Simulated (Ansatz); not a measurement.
## Moving the strain (εxx = s, εyy = s) in LiMo

```xyz
2
Lattice="2.6735 0.0000 0.0000 -1.3367 2.3153 0.0000 0.0000 0.0000 5.0047" Properties=species:S:1:pos:R:3 pbc="T T T"
Li    0.0000    0.0000    0.0000
Mo    0.0000    1.5435    2.5024
```

The cell comes from a database or a generator and needn't be the stable form of this composition.

Kept alike: task relaxation of the atoms; functional PBE; k mesh 11 × 11 × 6; occupations fermi-dirac, width 0.05 eV; no spin polarisation. Program: Ansatz, Ansatz PAW, cutoff 420 eV. The mesh is that of the run's cell of 2 atoms. No spin-orbit coupling.

```csv
s,free energy over the lowest row (meV/atom)
-0.04,78.43
-0.02,21.31
-0.01,6.51
0,0.00
0.01,1.19
0.02,9.52
0.04,45.29
```

The cell shown is the unstrained one; x, y and z are its Cartesian axes. For a metal such a mesh leaves the last digits unconverged.

What does the strain (εxx = s, εyy = s) change here?

The free energy is lowest at 0, and 78.43 meV an atom higher at -0.04.
